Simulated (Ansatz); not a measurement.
Consider the following.

Ge:
```cif
data_Ge8
_chemical_formula_sum 'Ge8'
_space_group_name_H-M_alt 'Fd-3m :1'
_space_group_IT_number 227
_space_group_name_Hall 'F 4d 2 3 -1d'
_cell_length_a 5.65556
_cell_length_b 5.65556
_cell_length_c 5.65556
_cell_angle_alpha 90.000
_cell_angle_beta 90.000
_cell_angle_gamma 90.000
loop_
_atom_site_label
_atom_site_type_symbol
_atom_site_symmetry_multiplicity
_atom_site_Wyckoff_symbol
_atom_site_fract_x
_atom_site_fract_y
_atom_site_fract_z
_atom_site_occupancy
Ge1 Ge 8 a 0.00000 0.00000 0.00000 1
```
(The calculation used a cell of 2 atoms; values per cell refer to that cell.)

This is the r²SCAN+D4-relaxed structure.

Q: All from DFT-r²SCAN+D4 in the program Ansatz with PAW potentials, unless another level is named. Predict the Debye temperature from the elastic constants.

A: 377 K.

Q: What about the elastic constants (relaxed ions, GPa)?

A: C11 = 129, C12 = 45.7, C44 = 68.5.

Symmetry was held in the r²SCAN+D4 relaxation.

Potentials: the later of the program's two PAW sets.
